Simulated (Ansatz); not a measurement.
### Question
Each is relaxed and computed with DFT-PBEsol in the program Ansatz with PAW potentials. Which is the only one with a gap?
(A) TiC2, P-3m1 (Ti on 1a, C on 2d)
(B) CaTiO3, R-3c (Ca on 6a, Ti on 6b, O on 18e)
(C) ZrTiB4, Pmmm (Ti on 1a, B on 2t, B on 2r, Zr on 1d)
(D) TiSi2, Fddd (Ti on 8b, Si on 16f)

### Answer
B, CaTiO3, R-3c (Ca on 6a, Ti on 6b, O on 18e). CaTiO3: gap 2.35 eV (direct); TiC2: metal; ZrTiB4: metal; TiSi2: metal. Typed or built starts, not in the databases checked: CaTiO3, R-3c (Ca on 6a, Ti on 6b, O on 18e); TiC2, P-3m1 (Ti on 1a, C on 2d); ZrTiB4, Pmmm (Ti on 1a, B on 2t, B on 2r, Zr on 1d). Began spin-polarised and lost the moments: CaTiO3, R-3c (Ca on 6a, Ti on 6b, O on 18e). Unstable at this level: CaTiO3, R-3c (Ca on 6a, Ti on 6b, O on 18e). All cells were relaxed under the symmetry of their starts (and spin orders); stability against distortions was not tested throughout. Named crystals with no word on spin ran without spin polarisation. Spin–orbit coupling is left out wherever it is not named.

Potentials: the earlier of the program's two PAW sets. The files were generated under PBE; for other functionals the program regenerates the frozen cores, and for LDA and PBEsol the local potential too.
